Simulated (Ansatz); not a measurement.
The relaxed structure here is a generated cell of Au: the first start was made by placing the elements on the sites of a structure type, and the end was not matched to a known phase here, so it may be hypothetical. Known forms of Au include space group No. 225.

The end point of a relaxation of Au. All values below come from PBEsol (plane waves to 420 eV, PAW, scalar-relativistic; Ansatz, a first-principles code).

```
CELL_PARAMETERS angstrom
     -1.72692     1.72692     1.43865
      1.72692    -1.72692     1.43865
      1.72692     1.72692    -1.43865
ATOMIC_POSITIONS crystal
  Au 0.50000 0.50000 0.00000
```

Task: Determine the symmetry and give the standard cell with its independent sites.

Result: Space group I4/mmm (No. 139); a = 3.4538 Å, b = 3.4538 Å, c = 2.8773 Å, α = 90.00°, β = 90.00°, γ = 90.00°

| atom | site | symmetry | x | y | z |
|---|---|---|---|---|---|
| Au | 2b | 4/mmm | 0.0000 | 0.0000 | 0.5000 |

This is the AFLOW prototype A_tI2_139_a (A_a).

Task: Give the shortest distances between elements (the closest pairs, up to four, under 3.6 Å).

Result: Au–Au 2.83 Å.

- Volume per atom = 17.16 Å³
- Band gap = zero (metallic)

No spin polarisation in the result.

The run could not lose the symmetry of its start: the end is stationary, and may be a saddle point rather than a minimum.

It was reached from a disturbed copy of a Pm-3m (No. 221) cell (simple cubic type), against which it lies -0.26 eV/atom.
